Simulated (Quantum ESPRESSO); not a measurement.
# Planted mistakes on one cell of Ti2ZrO4F4

Calculated results; nothing here was measured. They come from pw.x of Quantum ESPRESSO 7.5, a plane-wave density functional program, with PseudoDojo standard norm-conserving files (v0.5 for PBE, v0.4.1 for LDA and PBEsol). The cells are made up: elements, strain and atom displacements were drawn at random, and nothing was relaxed. There is no spin polarisation, spin-orbit coupling or dispersion term.

The cell has 12 sites of a fluorite lattice. Sites 1 to 4 hold Ti empty Zr Ti; sites 5 to 12 hold O O F F F F O O. Cell vectors in Å: (4.721, 0.006, 0.065); (0.006, 4.848, 0.018); (0.065, 0.018, 4.818). Settings: PBE, cutoff 1143 eV, 5 x 5 x 5 k mesh shifted by half a step, Fermi-Dirac smearing of 0.025 eV.

The intended run has a self-consistency threshold of 1e-07 eV, a smearing term of 0.000 eV, a pressure of 17.06 GPa and 18 iterations. Each further run changes one thing: all lengths scaled by 1.0179; atoms of sites 6 and 7 exchanged; cutoff 828 eV; files of PBEsol; k mesh 1 x 1 x 1; one electron added; smearing 0.57 eV; threshold 0.4 eV. A coarse mesh keeps the shift, and a charged cell sits in a uniform background.

| run | change of free energy (eV) | smearing term -TS (eV) | change of P (GPa) | largest change of a force component (eV/Å) | iterations |
| --- | --- | --- | --- | --- | --- |
| A | -0.255 | 0.000 | 0.02 | 4.085 | 19 |
| B | -2.701 | 0.000 | -4.74 | 0.723 | 19 |
| C | 0.206 | 0.000 | 0.40 | 0.118 | 9 |
| D | 18.874 | 0.000 | -7.50 | 0.139 | 19 |
| E | -1.243 | -3.110 | 3.70 | 0.714 | 18 |
| F | 1.189 | 0.000 | -14.08 | 0.070 | 19 |
| G | 11.636 | -0.027 | 26.37 | 0.668 | 20 |
| H | -0.405 | 0.000 | -12.09 | 0.516 | 23 |

A rerun of the intended cell at 1467 eV and k mesh 7 x 7 x 7 moved values by no more than 0.003 eV in the cell's energy, 0.04 GPa in stress and 0.005 eV/Å in force.

Question: which change belongs to which run?

## Worked reading

Run C has the fewest iterations, as a run stopped early does. Run E has the largest smearing term, as wide smearing gives. Run F has a higher energy and the largest fall in pressure, as too small a basis gives. Run H changes the volume by a factor of 1.0547; minus its pressure change over the logarithm of that factor, 227 GPa, is a rough bulk modulus with clamped atoms. Energies from files of another functional, or of a charged cell, have another zero and say nothing on stability; the pressure of a charged cell rests on the program's zero of potential too.

## Key

```
run,change
A,atoms of sites 6 and 7 exchanged
B,k mesh 1 x 1 x 1
C,threshold 0.4 eV
D,files of PBEsol
E,smearing 0.57 eV
F,cutoff 828 eV
G,one electron added
H,all lengths scaled by 1.0179
```